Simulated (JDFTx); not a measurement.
System: W(110) (Im-3m bulk; lattice of mp-91, not re-optimised at this level), (2×1) cell of 6 atoms in 3 planes, area 14.21 Å² a face, 4.4 Å between the outermost planes in a cell 23.5 Å high; k mesh 4×10×1, Fermi width 0.01 Ha, no spin polarisation.

Adsorbate: Cl on both faces at 0.50 monolayer, started ontop and relaxed in vacuum, keeping the symmetry of the start.

Method: PBE, GBRV ultrasoft potentials, plane waves to 20/100 Ha, in a modified build of JDFTx. The adsorption energy per Cl is [E(slab + 2 Cl) − E(slab)]/2 − (E(HCl) − ½ E(H2)), with the gas molecules relaxed at the same level and slab energies taken as (E + F)/2, the usual estimate of zero smearing. In reaction energies these potentials put H₂ about 0.03 eV too high against large-basis PBE. Energies are static: no zero-point or thermal terms. Reconstruction of the substrate beyond this cell is outside the model.

### Question
Predict the adsorption energy and the geometry, and the change of the work function.

### Answer
-0.71 eV. Cl sits 2.29 Å above the highest substrate atom, bound to 1 W at 2.29 Å. The work function goes from 4.90 to 5.31 eV. In CANDLE, water, 1 M NaCl, at zero charge, the adsorption energy is -0.68 eV and the potential of zero charge moves from 0.09 to 0.70 V vs SHE (4.44 V convention).
